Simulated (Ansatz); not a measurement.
Method: DFT PBE, scalar-relativistic, plane waves, PAW (Ansatz 0.2.0). Settings: cutoff 420 eV, Γ-centred meshes spaced at most about 0.3 Å⁻¹, and about 0.25 Å⁻¹ or finer for metals (2π included), Gaussian smearing. No spin polarisation in the final relaxations.

All energies are static (0 K, no zero-point motion). All come from trial cells, and lower structures may exist.

Question: Order these relaxed structures of CsGe3 by energy, lowest first, with the energy over the lowest of them.
A.

```cif
data_structure
_symmetry_space_group_name_H-M 'P6/mmm'
_symmetry_Int_Tables_number 191
_cell_length_a 6.6023
_cell_length_b 6.6023
_cell_length_c 3.0418
_cell_angle_alpha 90.000
_cell_angle_beta 90.000
_cell_angle_gamma 120.000
_cell_volume 114.83
loop_
_atom_site_label
_atom_site_type_symbol
_atom_site_symmetry_multiplicity
_atom_site_Wyckoff_symbol
_atom_site_fract_x
_atom_site_fract_y
_atom_site_fract_z
_atom_site_occupancy
Cs1 Cs 1 a 0.00000 0.00000 0.00000 1
Ge1 Ge 3 f 0.50000 0.00000 0.00000 1
```

B.

```cif
data_structure
_symmetry_space_group_name_H-M 'Pm-3m'
_symmetry_Int_Tables_number 221
_cell_length_a 4.7877
_cell_length_b 4.7877
_cell_length_c 4.7877
_cell_angle_alpha 90.000
_cell_angle_beta 90.000
_cell_angle_gamma 90.000
_cell_volume 109.75
loop_
_atom_site_label
_atom_site_type_symbol
_atom_site_symmetry_multiplicity
_atom_site_Wyckoff_symbol
_atom_site_fract_x
_atom_site_fract_y
_atom_site_fract_z
_atom_site_occupancy
Cs1 Cs 1 a 0.00000 0.00000 0.00000 1
Ge1 Ge 3 c 0.00000 0.50000 0.50000 1
```

Answer: B (0 meV/atom), A (26 meV/atom). Forms: B Cu3Au (L1_2) type, Pm-3m; A P6/mmm. Counting Ge atoms around Cs (those within 1.25 times the shortest such distance or 1.15 times the sum of covalent radii): B has Cs 12; A has Cs 6. Even the lowest lies +0.69 eV/atom against the elements.

Cells relaxed within their symmetry can be saddle points. Some structure types and database cells were kept out of the candidates from the start, so a known form may be missing.
